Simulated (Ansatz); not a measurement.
Level of theory: DFT PBE, scalar-relativistic, plane waves, PAW in Ansatz. All cells share a 420 eV cutoff and Γ-centred k meshes spaced at most about 0.3 Å⁻¹ (about 0.25 or finer for metals, 2π included). No spin polarisation in the final relaxations.

These are static total energies at zero pressure. All come from trial cells, and lower structures may exist.

Question: Which of these relaxed structures of Mg3Zn2O is the lowest in energy?
A.

```xyz
6
Lattice="2.3173 -6.0120 0.0000 2.3173 6.0120 0.0000 0.0000 0.0000 4.5090" Properties=species:S:1:pos:R:3 pbc="T T T"
Mg    2.3173    1.8429    0.0000
Mg    2.3173   -1.8429    0.0000
Mg    0.0000    0.0000    2.2545
Zn    1.1587    3.0060    2.2545
Zn    1.1587   -3.0060    2.2545
O     2.3173    0.0000    0.0000
```

B.

```xyz
6
Lattice="2.9200 1.6859 3.2273 -2.9200 1.6859 3.2273 0.0000 -3.3717 3.2273" Properties=species:S:1:pos:R:3 pbc="T T T"
Mg    0.0000   -1.6859    1.6136
Mg   -1.4600    0.8429    1.6136
Mg    1.4600    0.8429    1.6136
Zn    0.0000    0.0000    6.0008
Zn    0.0000    0.0000    3.6811
O     0.0000    0.0000    0.0000
```

C.

```xyz
12
Lattice="6.2785 0.0000 0.0000 -3.1393 5.4374 0.0000 0.0000 0.0000 5.8834" Properties=species:S:1:pos:R:3 pbc="T T T"
Mg    0.0000    1.6462    1.4708
Mg    1.7136    4.6143    1.4708
Mg   -1.7136    4.6143    1.4708
Mg    3.1393    3.7912    4.4125
Mg    1.4256    0.8231    4.4125
Mg    4.8529    0.8231    4.4125
Zn    3.1393    1.8125    2.6232
Zn    0.0000    3.6249    3.2602
Zn    0.0000    3.6249    5.5649
Zn    3.1393    1.8125    0.3185
O     0.0000    0.0000    2.9417
O     0.0000    0.0000    0.0000
```

Answer: C. It has space group P6_3/mmc (No. 194); the next, B, with space group R-3m (No. 166), lies 35 meV/atom higher. Counting Mg or Zn atoms around O (for each partner element, those within 1.25 times its shortest distance or 1.15 times the sum of covalent radii, where it is the nearest in units of that sum or under 1.3), the lowest and the next both have O 6.

Cells relaxed within their symmetry can be saddle points. Some types were kept out of the candidates beforehand, so the set may lack a known form.
